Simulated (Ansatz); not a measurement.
Relaxed-ion elastic tensor of BN in space group P6_222 (No. 180; B on 3d, N on 3c) in GPa (Voigt order), the program Ansatz at the r²SCAN level (PAW); density 3.63 g/cm³, 5.68 Å³ per atom.

```
 906   157  86.7   0.0   0.0   0.0
 157   906  86.7   0.0   0.0   0.0
86.7  86.7  1050   0.0   0.0   0.0
 0.0   0.0   0.0   327   0.0   0.0
 0.0   0.0   0.0   0.0   327   0.0
 0.0   0.0   0.0   0.0   0.0   374
```

Task: Is the crystal mechanically stable?

Result: Yes: the smallest eigenvalue of C is 327 GPa.

Task: Work out the Voigt, Reuss and Hill averages.

Result: K_V = 391, K_R = 391, K_H = 391; G_V = 375, G_R = 368, G_H = 371 GPa.

Task: Give Young's modulus, Poisson's ratio, Pugh's ratio and the universal anisotropy index.

Result: E = 9KG/(3K + G) = 846 GPa; ν = 0.14; K/G = 1.05 (brittle by the Pugh limit of 1.75); A_U = 5G_V/G_R + K_V/K_R − 6 = 0.09.

Task: Estimate the sound speeds and the Debye temperature.

Result: v_l = √((K + 4G/3)/ρ) = 15600 m/s, v_t = √(G/ρ) = 10100 m/s, mean 11100 m/s; Θ = (h/k)(3n/4πV)^(1/3) v_m = 1850 K.

Task: How much does each axis shrink under pressure?

Result: Linear compressibilities β_i = Σ_j S_ij (j = 1 to 3): x 0.88, y 0.88, z 0.81 per TPa.

A made-up cell: these elements were put on the sites of a structure type; neither database checked (COD, Materials Project) lists it. It is not the phase usual at ambient conditions (space group No. 186, 194, 216). The r²SCAN relaxation kept the symmetry of its start; its stability against distortions is not shown here. A crystal of weakly bound chains computed without a dispersion correction: the cell and the soft elastic constants depend strongly on that.

Potentials: the later of the program's two PAW sets.
